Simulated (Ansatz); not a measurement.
Mn (diamond): energy against volume

The calculation used Ansatz 0.2.0, DFT, r2SCAN, plane waves (500 eV) with PAW, scalar-relativistic. The PAW files were generated under PBE, with cores re-solved for the functional.

The cell is scaled uniformly from the relaxed one, with fractional coordinates and shape fixed. Energies are extrapolated to zero smearing, pressures are those at the given smearing. Magnetic state: spin not included. It is not the lowest magnetic state of this structure.

A Birch-Murnaghan fit gives V₀ = 14.65 Å³/atom, B₀ = 161 GPa, B₀′ = 4.1.

**Question.** What are the energy above the minimum and the pressure at 12.902 Å³/atom?

**Answer.** 130.8 meV/atom and 26.57 GPa as computed.

**Question.** What are the energy above the minimum and the pressure at 15.248 Å³/atom?

**Answer.** 11.3 meV/atom and -5.79 GPa as computed.

**Question.** What are the energy above the minimum and the pressure at 16.421 Å³/atom?

**Answer.** 88.1 meV/atom and -14.34 GPa as computed.
